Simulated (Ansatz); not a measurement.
**GaN (F-43m), zone-centre modes**

Method: Ansatz 0.2.0, DFT r2SCAN, scalar-relativistic, plane waves, PAW. Cutoff 500 eV, Γ-centred 12×12×10 k-points, Gaussian smearing of 0.05 eV. No spin polarisation.

Reference structure (as given, not relaxed at this level; this zinc-blende form isn't the usual structure):

```
Ga N
1.0
     0.00000   -2.25350   -2.25350
    -2.25350    0.00000   -2.25350
     2.25350    2.25350   -4.50700
Ga N
2 2
Direct
  0.50000 0.50000 0.50000
  0.00000 0.00000 0.00000
  0.37500 0.37500 0.87500
  0.87500 0.87500 0.37500
```

Harmonic modes by finite displacements of 0.02 Å, without the LO–TO term. The cell doubles the primitive one, so its zone centre also holds the primitive cell's point q = (0, 0, 1/2).

**Question.** At this geometry, is the structure stable against these modes?

**Answer.** Yes: no mode is imaginary beyond 10 cm⁻¹, and only the three translations lie near zero.

**Question.** List the wavenumbers in cm⁻¹.

**Answer.** 0, 0, 0, 140, 140, 339, 541, 541, 541, 565, 565, 692.

Cost: 1 run of about 13 core-minutes, on Oxide Virtual Turin-like Processor (Zen 5) (shared hosts).